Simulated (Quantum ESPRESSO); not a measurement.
MgZnO2 has the trigonal space group P3m1 (No. 156), Pearson symbol hP4. Conventional cell: a = b = 3.2625 Å, c = 5.1200 Å, α = β = 90.00°, γ = 120.00°. O1 on 1b is coordinated by 3 Zn at 1.978 Å and 1 Mg at 1.991 Å (tetrahedral). O2 on 1c is coordinated by 3 Mg at 1.963 Å and 1 Zn at 1.973 Å (tetrahedral). Mg on 1b has 4 O at 1.963–1.991 Å (tetrahedral). Zn on 1c is surrounded by 4 O at 1.973–1.978 Å (tetrahedral). (Neighbours: up to the widest gap in distance over summed covalent radii, below 1.35, at either atom; cation-cation contacts left out.)

Cell and atoms were relaxed with PBEsol from Materials Project entry mp-1221905, within its symmetry.

What does norm-conserving PBEsol (Quantum ESPRESSO, 84 Ry, scalar-relativistic) give for the electronic structure near the Fermi level?

The PBEsol gap is direct, 1.76 eV at Γ. 

The structure is a Materials Project entry; no match was found in the copy of COD used, and its stability was not checked.
